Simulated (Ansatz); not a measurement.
AgW (rock salt, Fm-3m) at seven volumes, DFT-PBEsol in the program Ansatz with PAW potentials, scaled uniformly. One row is withheld.

```json
[
 {"V (Å³/atom)": "16.617", "P (GPa)": "20.54"},
 {"V (Å³/atom)": "17.165", "P (GPa)": "12.47"},
 {"V (Å³/atom)": "17.713", "P (GPa)": "5.69"},
 {"V (Å³/atom)": "18.260", "P (GPa)": "-0.01"},
 {"V (Å³/atom)": "18.808", "P (GPa)": "-4.78"},
 {"V (Å³/atom)": "19.356", "P (GPa)": "?"},
 {"V (Å³/atom)": "19.904", "P (GPa)": "-12.12"}
]
```

Problem. Fit the shown pressures and predict the withheld one.

Solution. Third-order Birch–Murnaghan: P = (3/2)B₀(x^(7/2) − x^(5/2))[1 + (3/4)(B′ − 4)(x − 1)] with x = (V₀/V)^(2/3). Least squares on the six rows gives V₀ = 18.260 Å³/atom, B₀ = 173.3 GPa, B′ = 4.85. At V = 19.356, x = 0.9619 and P = -8.77 GPa. The run itself gave -8.78 GPa.

The start of the workflow was typed in or built on a structure type; neither database checked (COD, Materials Project) lists it. Its standing as an ambient phase is unchecked. The cell was relaxed with PBEsol under the symmetry of its start. At this level the phase is mechanically unstable. The run is not spin-polarised. Its formation energy is positive at this level, so the cell may be metastable or incomplete. Scalar-relativistic: spin–orbit coupling is off unless named, which matters more the heavier the elements.

Potentials: the earlier of the program's two PAW sets. The files were generated under PBE; for other functionals the program regenerates the frozen cores, and for LDA and PBEsol the local potential too.
